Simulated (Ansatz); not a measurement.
**Structure relaxation, Mg**

The start is a generated cell, Mg built in the beta-Sn structure type. The structure is fully relaxed (lattice and positions, P = 0) with r2SCAN (plane waves to 500 eV, PAW, scalar-relativistic; Ansatz, a program for electronic structure). The first steps use a coarse 12×12×12 k-mesh.

Input geometry:
```yaml
crystal:
  lattice:
    - [-2.81812, 2.81812, 1.53760]
    - [2.81812, -2.81812, 1.53760]
    - [2.81812, 2.81812, -1.53760]
  atoms:
    - { symbol: Mg, position: [0.75000, 0.25000, 0.50000] }
    - { symbol: Mg, position: [0.00000, 0.00000, 0.00000] }
```

| Item | Value |
|---|---|
| Outcome | The space group stays I4₁/amd (No. 141) (the run could not lower it); the end is AFLOW prototype A_tI4_141_a (A5, as in Sn), with 2 atoms in the primitive cell |
| Volume change | +2.4 %, from 24.42 to 25.01 Å³/atom |
| Shortest distances (start → end) | The closest pairs of elements (up to four, under 3.6 Å), start → end: Mg–Mg 2.92 → 2.98 Å |
| Band gap at the end | no gap (metallic) |
| Optimiser moves | 5 |

Relaxed structure:

```cif
data_Mg4
_chemical_formula_sum 'Mg4'
_space_group_name_H-M_alt 'I41/amd :1'
_space_group_IT_number 141
_space_group_name_Hall 'I 4bw 2bw -1bw'
_cell_length_a 5.76175
_cell_length_b 5.76175
_cell_length_c 3.01319
_cell_angle_alpha 90.000
_cell_angle_beta 90.000
_cell_angle_gamma 90.000
loop_
_atom_site_label
_atom_site_type_symbol
_atom_site_symmetry_multiplicity
_atom_site_Wyckoff_symbol
_atom_site_fract_x
_atom_site_fract_y
_atom_site_fract_z
_atom_site_occupancy
Mg1 Mg 4 a 0.00000 0.00000 0.00000 1
```
(The calculation used a cell of 2 atoms; values per cell refer to that cell.)

Final values are on a 17×17×17 k-mesh of the relaxed cell. No spin polarisation in the result.

The run could not lose the symmetry of its start, so the end can be a saddle point.

All atoms sit on sites fixed by symmetry, so only the cell could relax.

The relaxed structure here is a generated cell of Mg: the first start was made by placing the elements on the sites of a structure type, and the end was not matched to a known phase here, so it may be hypothetical. Known forms of Mg include space group No. 194.
